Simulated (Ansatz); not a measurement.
**FeCuSO: reading a single point**

```xyz
16
Lattice="3.8000 0.0000 0.0000 0.0000 3.8000 0.0000 0.0000 0.0000 17.1909" Properties=species:S:1:pos:R:3 pbc="T T T"
Cu    2.8500    0.9500    4.2977
Cu    2.8500    0.9500   12.8932
Cu    0.9500    2.8500    4.2977
Cu    0.9500    2.8500   12.8932
S     0.9500    0.9500    2.9586
S     0.9500    0.9500   11.5540
S     2.8500    2.8500    5.6369
S     2.8500    2.8500   14.2324
Fe    0.9500    2.8500    0.0000
Fe    0.9500    2.8500    8.5955
Fe    2.8500    0.9500    0.0000
Fe    2.8500    0.9500    8.5955
O     0.9500    0.9500    7.9560
O     0.9500    0.9500   16.5514
O     2.8500    2.8500    0.6395
O     2.8500    2.8500    9.2350
```

Level: PBE, with U_eff = 5.2 eV on Fe d (all-electron-ortho-atomic projectors), collinear spin; 420 eV; 6×6×2 Γ-centred mesh; fermi-dirac occupations (width 0.1 eV); Ansatz 0.2.0, fixed geometry.

Magnetic state (reached from a saved solution, and it need not be the lowest): Fe9 up, Fe10 down, Fe11 down, Fe12 up.

Electronic structure: It is a metal, with about 11 states/eV a cell as the mean within 0.25 eV of the Fermi level, mostly S p (52 %) and Cu d (31 %).
Charges: Bader charges in e: Fe +1.34, Cu +0.56, S -0.61, O -1.29. In the mean Fe gives up most and O takes most.
Contacts: Fe–O at 2.00 Å: least valence density 0.59 e/Å³ and ELF 0.17 there. Cu–S at 2.32 Å: least valence density 0.49 e/Å³ and ELF 0.24 there. Cu–Cu at 2.69 Å: least valence density 0.22 e/Å³ and ELF 0.19 there. Both are smooth PAW fields, read partly inside the augmentation spheres.
Forces: The largest is on S7 (and as large on other atoms): 0.36 eV/Å, components (0.00, 0.00, -0.36). It makes 55° with the line to a nearest neighbour, Cu1 at 2.32 Å.
Stress: The pressure is 4.7 GPa (compression positive), so with the atoms held at these fractions the cell would first expand. The principal stresses -0.2, 7.1, 7.1 GPa differ, so its shape would change too.
Moments: Fe9 +3.66, Fe10 -3.66, Fe11 -3.66, Fe12 +3.66 μB of spin moment in Bader basins; net size 0.00 μB a cell.

Origin: a database entry at a rescaled volume. Caveats: another magnetic order, which this cell may not hold, can open a gap.
